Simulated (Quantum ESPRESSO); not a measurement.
Inputs of pw.x and gipaw.x (a modified build of Quantum ESPRESSO, PBE) for ScAl$_{3}$P$_{4}$; the starting potential comes from an earlier run on another mesh:

```
&CONTROL
  calculation = 'scf'
  prefix = 'x'
  pseudo_dir = './pseudo'
  outdir = './out'
  tprnfor = .true.
/
&SYSTEM
  ibrav = 0
  nat = 8
  ntyp = 3
  ecutwfc = 40
  ecutrho = 160
  occupations = 'fixed'
  nbnd = 20
/
&ELECTRONS
  conv_thr = 1e-11
  startingpot = 'file'
/
ATOMIC_SPECIES
Sc 44.956 Sc.GGA_PBE-JTH.UPF
P 30.974 P.GGA_PBE-JTH.UPF
Al 26.982 Al.GGA_PBE-JTH.UPF
CELL_PARAMETERS angstrom
    5.621858240000     0.000000000000     0.000000000000
    0.000000000000     5.621858240000     0.000000000000
    0.000000000000     0.000000000000     5.621858240000
ATOMIC_POSITIONS crystal
Sc     0.000000000000     0.000000000000     0.000000000000
P      0.260236735900     0.260236735900     0.260236735900
Al     0.000000000000     0.500000000000     0.500000000000
P      0.260236735900     0.739763264100     0.739763264100
Al     0.500000000000     0.000000000000     0.500000000000
P      0.739763264100     0.260236735900     0.739763264100
Al     0.500000000000     0.500000000000     0.000000000000
P      0.739763264100     0.739763264100     0.260236735900
K_POINTS automatic
7 7 7 1 1 1
```

```
&INPUTGIPAW
  job = 'nmr'
  prefix = 'x'
  tmp_dir = './out/'
  restart_mode = 'from_scratch'
  pawproj(1) = .true.
  pawproj(2) = .true.
  pawproj(3) = .true.
  use_nmr_macroscopic_shape = .false.
/
```

The cell was made here from a computed Materials Project entry: one of 4 Al replaced by Sc, cell and atoms relaxed (PBE without dispersion, pw.x of Quantum ESPRESSO, symmetry kept). The parent is AlP in F-43m. The swapped cell is a model, not a known phase. Stability against distortions was not tested. The run has no spin polarisation.

Q: Give the final section of the GIPAW output.

A: 
```
     Total NMR chemical shifts in ppm: ---------------------------------------
     (adopting the Simpson convention for anisotropy and asymmetry)-----------

     Atom  1  Sc  pos: (  0.000000  0.000000  0.000000)  Total sigma:        -540.90
          -540.9010          0.0000          0.0000
            -0.0000       -540.9010          0.0000
             0.0000         -0.0000       -540.9010

     Sc      1    anisotropy:      0.00    eta:    0.0000

     Atom  2  P   pos: (  0.260237  0.260237  0.260237)  Total sigma:         280.53
           280.5335         93.3476         93.3476
            93.3476        280.5335         93.3476
            93.3476         93.3476        280.5335

     P       2    anisotropy:    280.04    eta:    0.0000

     Atom  3  Al  pos: (  0.000000  0.500000  0.500000)  Total sigma:         427.72
           428.1939          0.0000          0.0000
             0.0000        427.4756          0.0000
             0.0000         -0.0000        427.4756

     Al      3    anisotropy:      0.72    eta:    0.0000

     Atom  4  P   pos: (  0.260237  0.739763  0.739763)  Total sigma:         280.53
           280.5335        -93.3476        -93.3476
           -93.3476        280.5335         93.3476
           -93.3476         93.3476        280.5335

     P       4    anisotropy:    280.04    eta:    0.0000

     Atom  5  Al  pos: (  0.500000  0.000000  0.500000)  Total sigma:         427.72
           427.4756          0.0000          0.0000
             0.0000        428.1939          0.0000
             0.0000          0.0000        427.4756

     Al      5    anisotropy:      0.72    eta:    0.0000

     Atom  6  P   pos: (  0.739763  0.260237  0.739763)  Total sigma:         280.53
           280.5335        -93.3476         93.3476
           -93.3476        280.5335        -93.3476
            93.3476        -93.3476        280.5335

     P       6    anisotropy:    280.04    eta:    0.0000

     Atom  7  Al  pos: (  0.500000  0.500000  0.000000)  Total sigma:         427.72
           427.4756         -0.0000          0.0000
            -0.0000        427.4756          0.0000
             0.0000          0.0000        428.1939

     Al      7    anisotropy:      0.72    eta:    0.0000

     Atom  8  P   pos: (  0.739763  0.739763  0.260237)  Total sigma:         280.53
           280.5335         93.3476        -93.3476
            93.3476        280.5335        -93.3476
           -93.3476        -93.3476        280.5335

     P       8    anisotropy:    280.04    eta:    0.0000
```
The printed anisotropy is 3/2 (σ_33 − σ_iso) in the program's own order; the axes are left out here. Anisotropies that symmetry doesn't fix are less certain than the isotropic values. These are absolute shieldings with no macroscopic susceptibility term; δ = σ_ref − σ needs a reference computed alike. By our sweeps, such settings leave a few ppm in absolute σ. No d partial waves on P, Al: the paramagnetic term there is incompletely reconstructed. PBE places the empty d or f states of Sc too low, which is known to distort σ on and beside such ions.
